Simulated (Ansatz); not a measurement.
Ta$_{2}$Se (space group P4/nmm)

```
CELL_PARAMETERS angstrom
      3.33302     0.00000     0.00000
      0.00000     3.33302     0.00000
      0.00000     0.00000     9.70834
ATOMIC_POSITIONS crystal
  Ta 0.50000 0.00000 0.75641
  Ta 0.00000 0.50000 0.24359
  Ta 0.00000 0.50000 0.92332
  Ta 0.50000 0.00000 0.07668
  Se 0.00000 0.50000 0.63376
  Se 0.50000 0.00000 0.36624
```

The atoms are displaced by Q × the pattern below (from a DFPT mode at Γ, largest move 1; Q in Å), at fixed cell. It is one choice among 2 degenerate patterns.

| atom | x | y | z |
|---|---|---|---|
| Ta1 | 0.000 | 0.731 | 0.000 |
| Ta2 | 0.000 | 0.731 | 0.000 |
| Ta3 | 0.000 | -1.000 | 0.000 |
| Ta4 | 0.000 | -1.000 | 0.000 |
| Se5 | 0.000 | 0.616 | 0.000 |
| Se6 | 0.000 | 0.616 | 0.000 |

Level of theory: LDA (plane waves to 420 eV, PAW, scalar-relativistic; Ansatz, an electronic-structure program). k mesh 14×14×5 (Γ-centred), Fermi-Dirac smearing 0.05 eV. The energy includes the smearing's −TS. With partly filled bands, energies and forces of such displacements shift with the k mesh and the smearing. Spin-orbit coupling is left out, though Ta is heavy. Ta2Se is run without spin polarisation. Ta2Se was relaxed with its symmetry unable to fall. The zero of ΔE is the undisplaced structure. The last digit holds for this mesh only.

```json
[
 {"Q (Å)": "-0.1000", "ΔE (meV/cell)": "withheld"},
 {"Q (Å)": "-0.0833", "ΔE (meV/cell)": "67.0"},
 {"Q (Å)": "-0.0667", "ΔE (meV/cell)": "42.5"},
 {"Q (Å)": "-0.0500", "ΔE (meV/cell)": "23.7"},
 {"Q (Å)": "-0.0333", "ΔE (meV/cell)": "10.4"},
 {"Q (Å)": "-0.0167", "ΔE (meV/cell)": "2.6"},
 {"Q (Å)": "0.0000", "ΔE (meV/cell)": "0.0"},
 {"Q (Å)": "0.0167", "ΔE (meV/cell)": "2.6"},
 {"Q (Å)": "0.0333", "ΔE (meV/cell)": "10.4"},
 {"Q (Å)": "0.0500", "ΔE (meV/cell)": "23.7"},
 {"Q (Å)": "0.0667", "ΔE (meV/cell)": "42.5"},
 {"Q (Å)": "0.0833", "ΔE (meV/cell)": "67.0"},
 {"Q (Å)": "0.1000", "ΔE (meV/cell)": "withheld"}
]
```

Problem. Fit an even polynomial form (powers 2, 4) to the given rows and predict ΔE at Q = -0.1000.

Solution. Least squares on the 11 given rows: ΔE = (9367)·Q² + (41680)·Q⁴, in meV/cell with Q in Å; root-mean-square residual 0.02 meV/cell. At -0.1000 the fit gives 97.8 meV/cell; the calculation gives 97.1 meV/cell, so the extrapolation is off by 0.7 (+0.7 %). The quadratic term alone would give 93.7 meV/cell.

(For displaced atoms, the force is minus the slope of the energy, and its curvature is a force constant, which sets phonon frequencies.)
